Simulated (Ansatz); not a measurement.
## SrTiO3 (cubic perovskite), scan of one atom of the cell

SrTiO$_{3}$ (cubic perovskite)

```
SrTiO3
1.0
    3.90753     0.00000     0.00000
    0.00000     3.90753     0.00000
    0.00000     0.00000     3.90753
Sr Ti O
1 1 3
Cartesian
  0.00000   0.00000   0.00000
  1.95376   1.95376   1.95376
  0.00000   1.95376   1.95376
  1.95376   1.95376   0.00000
  1.95376   0.00000   1.95376
```

In this cell atom 1 (Sr, nearest neighbour O at 2.763 Å; its periodic images, 3.9 Å or more away, move with it) is moved by s along Cartesian [111], unit vector (0.577, 0.577, 0.577); all other atoms and the cell stay fixed.

Computed with r2SCAN (plane waves to 500 eV, PAW, scalar-relativistic; Ansatz, a program for electronic structure). k mesh 7×7×7 (Γ-centred), Fermi-Dirac smearing 0.05 eV. The energy includes the smearing's −TS. Stress and pressure are positive under compression. Left out: 2 of 11 points, with atoms too close for the PAW data. F∥ is the force on the atom along that direction. SrTiO3 is run without spin polarisation. SrTiO3 was relaxed with its symmetry unable to fall. The PAW data are Ansatz's earlier set. ΔE is measured from the undisplaced structure.

```json
[
 {"s (Å)": "-0.664", "ΔE (eV/cell)": "1.477", "P (GPa)": "13.6", "F∥ (eV/Å)": "6.205"},
 {"s (Å)": "-0.498", "ΔE (eV/cell)": "0.686", "P (GPa)": "7.1", "F∥ (eV/Å)": "3.509"},
 {"s (Å)": "-0.332", "ΔE (eV/cell)": "0.258", "P (GPa)": "2.9", "F∥ (eV/Å)": "1.781"},
 {"s (Å)": "-0.166", "ΔE (eV/cell)": "0.057", "P (GPa)": "0.7", "F∥ (eV/Å)": "0.720"},
 {"s (Å)": "0.000", "ΔE (eV/cell)": "0.000", "P (GPa)": "0.0", "F∥ (eV/Å)": "0.000"},
 {"s (Å)": "0.166", "ΔE (eV/cell)": "0.057", "P (GPa)": "0.7", "F∥ (eV/Å)": "-0.720"},
 {"s (Å)": "0.332", "ΔE (eV/cell)": "0.258", "P (GPa)": "2.9", "F∥ (eV/Å)": "-1.781"},
 {"s (Å)": "0.498", "ΔE (eV/cell)": "0.686", "P (GPa)": "7.1", "F∥ (eV/Å)": "-3.509"},
 {"s (Å)": "0.664", "ΔE (eV/cell)": "1.477", "P (GPa)": "13.6", "F∥ (eV/Å)": "-6.205"}
]
```

What the scan shows:

```
Property                                                                                                                                              Result
--------------------------------------------------------  --------------------------------------------------------------------------------------------------
Energy at s = 0.664 Å                                                                                                                          1477 meV/cell
Force along the line at s = -0.664 Å                                                                                                               6.20 eV/Å
Symmetry of the curve                                                                                                          even: the same for both signs
Shape of the curve                                                                            a single well with its minimum at or next to zero displacement
Force constant k = d²E/ds² at s = 0 (finite differences)                                                                                          4.00 eV/Å²
Harmonic estimate at the end of the scan                  ½ks² = 881 meV/cell against the computed 1477 meV/cell, so the well is stiffer than harmonic there
```

(A displaced cell: forces are minus the slopes of the energy, force constants its curvatures, and phonons follow from these.)
